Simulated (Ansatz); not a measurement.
Starting cell, Cu (fcc, Cu type):

```yaml
crystal:
  lattice:
    - [0.00000, 3.57675, 3.57675]
    - [1.78838, 1.78838, 3.57675]
    - [1.78838, 1.78838, 0.00000]
  atoms:
    - { symbol: Cu, position: [0.00000, 0.00000, 0.00000] }
    - { symbol: Cu, position: [0.50000, 0.00000, 0.00000] }
```

A phonon eigenvector at X = (0.5, 0.5, 0.0) is frozen into this cell: atom i moves by Q times the vector below, so Q is the largest atomic displacement, in Å. The cell is held. It is one choice among 2 degenerate patterns. (q is in reciprocal vectors of the primitive cell; the cell shown is doubled to hold the pattern.)

```csv
atom,x,y,z
Cu1,0.000,1.000,0.000
Cu2,0.000,-1.000,0.000
```

Level of theory: r2SCAN (plane waves to 500 eV, PAW, scalar-relativistic; Ansatz, an electronic-structure program). k mesh 22×22×22 (Γ-centred), Fermi-Dirac smearing 0.05 eV. Energies are smeared free energies. With partly filled bands, energies and forces of such displacements shift with the k mesh and the smearing. Cu is run without spin polarisation. Cu was relaxed with its symmetry unable to fall. The zero of ΔE is the undisplaced structure. The last digit holds for this mesh only.

| Q (Å) | ΔE (meV/cell) |
|---|---|
| -0.2800 | 645.6 |
| -0.2333 | 436.7 |
| -0.1867 | withheld |
| -0.1400 | 151.0 |
| -0.0933 | 66.3 |
| -0.0467 | 16.4 |
| 0.0000 | 0.0 |
| 0.0467 | 16.4 |
| 0.0933 | 66.3 |
| 0.1400 | 151.0 |
| 0.1867 | withheld |
| 0.2333 | 436.7 |
| 0.2800 | 645.6 |

Problem. Fit an even polynomial form (powers 2, 4) to the given rows and predict ΔE at Q = 0.1867.

Solution. Least squares on the 11 given rows: ΔE = (7536)·Q² + (8925)·Q⁴, in meV/cell with Q in Å; root-mean-square residual 0.08 meV/cell. At 0.1867 the fit gives 273.5 meV/cell; the calculation gives 273.3 meV/cell, so the interpolation is off by 0.2 (+0.1 %). The quadratic term alone would give 262.7 meV/cell.

(A displaced cell: forces are minus the slopes of the energy, force constants its curvatures, and phonons follow from these.)
